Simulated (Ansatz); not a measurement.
Contact densities of MgB$_{2}$ against volume

```xyz
3
Lattice="3.0850 0.0000 0.0000 -1.5425 2.6717 0.0000 0.0000 0.0000 3.5230" Properties=species:S:1:pos:R:3 pbc="T T T"
Mg    0.0000    0.0000    0.0000
B     0.0000    1.7811    1.7615
B     1.5425    0.8906    1.7615
```

Atom numbers follow the list: Mg1, B2, B3.

Conventional cell: a = 3.085 Å, b = 3.085 Å, c = 3.523 Å, α = 90.00°, β = 90.00°, γ = 120.00°. Mg (atom 1) is surrounded by 12 B at 2.51 Å. B (atom 2) has 3 B at 1.78 Å as nearest neighbours.

The geometry is COD entry 1000026, unchecked; take it as a test cell.

Computed with Ansatz 0.2.0, DFT, LDA, all-electron PAW with datasets made for the crystal, scalar-relativistic.

Sampling and basis: a Γ-centred 15×15×12 k mesh, Fermi–Dirac smearing of 0.05 eV, cutoff 320 eV (chosen by the program for this cell), no spin polarisation.

The contact density is the mean electron density over the nuclear volume; its changes follow the s electrons' response to bonding and compression. Changes below are taken from the unscaled cell, where it is 7718.62 e/Å³ at Mg1, 475.867 e/Å³ at B2.

Volumes at which the program chose other datasets or cutoffs are left out.

| V/V(cell) | P (GPa) | Δρ(0) Mg1 (e/Å³) | Δρ(0) B2 (e/Å³) |
| --- | --- | --- | --- |
| 0.9800 | -4.8 | 0.04 | 0.01 |
| 0.9900 | -6.2 | 0.02 | 0.01 |
| 1.0000 | -7.6 | 0.00 | 0.00 |
| 1.0100 | -8.9 | -0.02 | -0.01 |
| 1.0200 | -10.2 | -0.04 | -0.01 |
| 1.0400 | -12.6 | ? | -0.02 |

(1) Give the missing entry: row "1.0400", column "Δρ(0) Mg1 (e/Å³)".

The datasets are made afresh for each cell, so very small changes are uncertain.

Results:

(1) -0.08.
